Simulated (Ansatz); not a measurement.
Given:

Relaxed Os (hcp, Mg type):

```yaml
crystal:
  lattice:
    - [5.50971, 0.00000, 0.00000]
    - [-1.37743, 2.38577, 0.00000]
    - [0.00000, 0.00000, 4.34430]
  atoms:
    - { symbol: Os, position: [0.16667, 0.66667, 0.75000] }
    - { symbol: Os, position: [0.66667, 0.66667, 0.75000] }
    - { symbol: Os, position: [0.33333, 0.33333, 0.25000] }
    - { symbol: Os, position: [0.83333, 0.33333, 0.25000] }
```

Scan: atom 1 (Os, nearest neighbour Os at 2.692 Å; its periodic images, 2.8 Å or more away, move with it) is displaced along Cartesian [110], direction (0.707, 0.707, 0.000) in Cartesian axes, by s. The other atoms stay.

The numbers are results of PBE (plane waves to 420 eV, PAW, scalar-relativistic; Ansatz, a quantum-chemistry and plane-wave program), not measurements. k mesh 8×16×9 (Γ-centred), Fermi-Dirac smearing 0.05 eV. Energies are smeared free energies. With partly filled bands, energies and forces of such displacements shift with the k mesh and the smearing. Os is run without spin polarisation. Os was relaxed with its symmetry unable to fall. Spin-orbit coupling is left out, though Os is heavy. The zero of ΔE is the undisplaced structure.

The scan covers s from -0.540 to 0.540 Å in 11 points.

Task: Is this a single well or a double well?

Result: A single well with its minimum at or next to zero displacement.

Task: Is the energy the same for displacements of ±0.540 Å, and if not, which side lies higher?

Result: Not even: the negative side lies higher at ±0.540 Å. With its periodic images moving along, the atom's site symmetry in this cell is mm2.

Task: What force acts on the atom along the line at s = -0.540 Å?

Result: 13.4 eV/Å.

Task: What is the energy change at s = 0.540 Å?

Result: 2694 meV/cell.

Task: What is the force constant k = d²E/ds² of this move at s = 0?

Result: 14.6 eV/Å².

(A displaced cell: forces are minus the slopes of the energy, force constants its curvatures, and phonons follow from these.)
